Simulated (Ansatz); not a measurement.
Problem. Each is relaxed and computed with LDA in the plane-wave PAW code Ansatz. Which alone has a direct gap?
A) Ag2HgI4, I-4 (Hg on 2a, Ag on 2b, I on 8g, Ag on 2c)
B) CdI2, P-3m1 (Pearson symbol hP9)
C) Rb2ScAgF6, Fm-3m (Rb on 8c, Sc on 4a, Ag on 4b, F on 24e)
D) TaAgO3, R-3c (Ta on 6b, O on 18e, Ag on 6a)

Solution. A, Ag2HgI4, I-4 (Hg on 2a, Ag on 2b, I on 8g, Ag on 2c). Ag2HgI4: gap 1.00 eV (direct); CdI2: gap 2.00 eV (indirect); TaAgO3: gap 1.65 eV (indirect); Rb2ScAgF6: gap 2.91 eV (indirect). Standing as an ambient phase not checked: Ag2HgI4, I-4 (Hg on 2a, Ag on 2b, I on 8g, Ag on 2c); CdI2, P-3m1 (Pearson symbol hP9); TaAgO3, R-3c (Ta on 6b, O on 18e, Ag on 6a); Rb2ScAgF6, Fm-3m (Rb on 8c, Sc on 4a, Ag on 4b, F on 24e). Weakly bound layers, chains or molecules computed without a dispersion correction, so cells and soft constants are ill determined: CdI2, P-3m1 (Pearson symbol hP9). Unstable at this level: Rb2ScAgF6, Fm-3m (Rb on 8c, Sc on 4a, Ag on 4b, F on 24e). All cells were relaxed under the symmetry of their starts (and spin orders); stability against distortions was not tested throughout. Rows with no word on spin ran without spin polarisation. Scalar-relativistic: spin–orbit coupling is off unless named, which matters more the heavier the elements.

Potentials: the later of the program's two PAW sets.
